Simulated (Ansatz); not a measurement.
TiB, DFT, LDA, all-electron PAW with datasets made for the crystal, scalar-relativistic (Ansatz 0.2.0), run on 1 thread of Arm Neoverse V1 on a shared host.

The cell is a database entry far from equilibrium at this level of theory, probably a faulty or high-pressure entry; it serves as a test geometry alone. It is an old determination, and later ones may differ. The listed cell was then made from it by scaling, straining or moving an atom.

Command: `ansatz run input.yaml --threads 1 --pin off --max-ram 3072MiB --backend cpu --events-out ev --progress --plain --runs-dir out`

```yaml
crystal:
  lattice:
    - [0.0, 2.1422065399, 2.1422065399]
    - [2.1422065399, 0.0, 2.1422065399]
    - [2.1422065399, 2.1422065399, 0.0]
  atoms:
    - { symbol: Ti, position: [0.75, 0.75, 0.75] }
    - { symbol: B, position: [0.0, 0.0, 0.0] }
kpoints:
  mp_grid: { grid: [13, 13, 13] }
scf:
  occupations: { method: fermi_dirac, width: 0.05 }
hamiltonian:
  xc: lda
  pseudopotentials: { kind: all_electron, datasets: crystal }
output:
  forces: true
  stress: true
  eigenvalues: true
  efg: { contact_densities: true }
```

(1) How large is the problem that the program sets up?

(2) About how long does it take, and how much memory does it use?

(3) And the same cell and mesh by PAW with the default files, asked for forces, stress, eigenvalues, efg, on the same hardware?

## Answers

(1) 84 irreducible k-points, 387 plane waves at Γ, 12 bands.

(2) 11 s of wall time for 8 SCF iterations, with a peak of 0.45 GiB. Times on shared machines scatter by tens of per cent.

(3) 4 s, peak memory 0.33 GiB.
